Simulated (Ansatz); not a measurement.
A geometry of ZnAu away from equilibrium: step 4 of the relaxation of a randomly generated symmetric cell of ZnAu (space group No. 191). Level of theory: PBEsol (plane waves to 420 eV, PAW, scalar-relativistic; Ansatz, a program for electronic structure). Γ-centred k-mesh 8×8×5 on the run's cell (coarser than for final values), Fermi–Dirac smearing 0.05 eV. The plane waves were selected for a different cell earlier on the path.

```xyz
8
Lattice="4.6862 0.0000 0.0000 -2.3431 4.0583 0.0000 0.0000 0.0000 7.2983" Properties=species:S:1:pos:R:3 pbc="T T T"
Au     0.0000     0.0000     3.6492
Au     0.0000     2.7056     0.0000
Au     2.3431     1.3528     0.0000
Au     0.0000     0.0000     0.0000
Zn     0.0000     2.7056     2.5371
Zn     2.3431     1.3528     2.5371
Zn     2.3431     1.3528     4.7612
Zn     0.0000     2.7056     4.7612
```

Q: Give the Cartesian forces on all atoms (eV/Å).

A: 
| atom | Fx | Fy | Fz |
|---|---|---|---|
| Au1 | 0.00 | 0.00 | 0.00 |
| Au2 | 0.00 | 0.00 | 0.00 |
| Au3 | 0.00 | 0.00 | 0.00 |
| Au4 | 0.00 | 0.00 | 0.00 |
| Zn5 | 0.00 | 0.00 | -1.43 |
| Zn6 | 0.00 | 0.00 | -1.43 |
| Zn7 | 0.00 | 0.00 | 1.43 |
| Zn8 | 0.00 | 0.00 | 1.43 |

The path ends in P6/mmm (No. 191). No spin polarisation in the result.

The run could not lose the symmetry of its start: the end is stationary, and may be a saddle point rather than a minimum.

The end of the path is a generated cell of ZnAu: the first start was made by a random draw of sites in a space group, and the end was not matched to a known phase here, so it may be hypothetical. Known forms of ZnAu include space group No. 221.
